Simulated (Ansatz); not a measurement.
Relaxed candidate structures of Ni:

A. Im-3m (No. 229), cI2, bcc (W type); a = b = c = 2.756 Å, α = β = γ = 90.00°; Ni 2a (0.000, 0.000, 0.000); ferromagnetic

B. R-3m, hexagonal axes (No. 166), hR12; a = b = 5.6284 Å, c = 17.4010 Å, α = β = 90.00°, γ = 120.00°; Ni 18h (0.277, 0.138, 0.227); Ni 18h (0.198, 0.396, 0.036); ferromagnetic

C. Fm-3m (No. 225), cF4, fcc (Cu type); a = 3.463 Å, b = 3.463 Å, c = 3.463 Å, α = 90.00°, β = 90.00°, γ = 90.00°; Ni 4a (0.000, 0.000, 0.000); ferromagnetic

**Question.** Rank these by energy per atom (lowest first), as PBEsol (plane waves to 420 eV, PAW, scalar-relativistic; Ansatz, a program for electronic structure) gives it.

**Answer.** C (reference, the lowest among the structures calculated here), A (+0.11 eV/atom), B (+0.78 eV/atom)

Probably no minimum, since a slightly shaken restart fell lower: Im-3m, cI2, bcc (W type), ferromagnetic (by 0.11 eV/atom, to Fm-3m). 4 runs with a doubtful electronic state, a coarser numerical grid, an end not at rest or a source that can't be used are left out. Each run could gain symmetry but not lose that of its start, so entries can be saddle points. From databases, or of a type measured for this composition: Fm-3m, cF4, fcc (Cu type), ferromagnetic; the others are generated cells (placed on structure types, drawn at random, substituted or restacked) that were not matched to a known phase here. Each structure is listed in the lowest spin state found for it. Static energies at zero pressure. Each cell has its own k-point mesh; energy differences are given only to the digits this allows. Spin states reached: ferromagnetic; spin orders were not searched systematically.
